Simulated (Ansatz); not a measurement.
# Property card for Nb3Sn

Nb₃Sn:
```cif
data_Nb3Sn
_chemical_formula_sum 'Sn1 Nb3'
_space_group_name_H-M_alt 'P 1'
_space_group_IT_number 1
_cell_length_a 4.74386
_cell_length_b 4.74386
_cell_length_c 4.74386
_cell_angle_alpha 60.000
_cell_angle_beta 60.000
_cell_angle_gamma 60.000
loop_
_space_group_symop_operation_xyz
  'x, y, z'
loop_
_atom_site_label
_atom_site_type_symbol
_atom_site_fract_x
_atom_site_fract_y
_atom_site_fract_z
_atom_site_occupancy
Sn1 Sn 0.00000 0.00000 0.00000 1
Nb1 Nb 0.50000 0.50000 0.50000 1
Nb2 Nb 0.25000 0.25000 0.25000 1
Nb3 Nb 0.75000 0.75000 0.75000 1
```

Space group Fm-3m (No. 225); conventional cell a = b = c = 6.709 Å, α = β = γ = 90.00°.

Method: DFT-PBE in the program Ansatz with PAW potentials. The cell and atoms are relaxed at this level. Other levels are named where they apply.

Cell and energy:

| Item | Value |
|---|---|
| Volume per atom | 18.87 Å³ |
| Density | 8.74 g/cm³ |
| Formation energy from the elements (no fitted shifts) | 0.8 kJ/mol-atom |

Electronic structure:

| Item | Result |
|---|---|
| Electronic character | metallic (no gap) |
| Density of states at the Fermi level | 1.3 states/eV per atom (mean over ±0.08 eV) |
| Gap with spin–orbit coupling | none (metallic) |

Mechanics:

| Item | Result |
|---|---|
| Bulk modulus (Birch–Murnaghan fit) | 161 GPa |
| Pressure derivative B′ | 4.2 |

The cell is a constructed one: a structure type filled with these elements; neither database checked (COD, Materials Project) lists it. It is not the phase usual at ambient conditions (space group No. 223). The cell was relaxed with PBE under the symmetry of its start; whether a distortion lowers the energy is not shown. The run is not spin-polarised. The references are the lowest solids computed at this level, not always the standard phases. Spin–orbit coupling is left out wherever it is not named.

Potentials: the earlier of the program's two PAW sets.
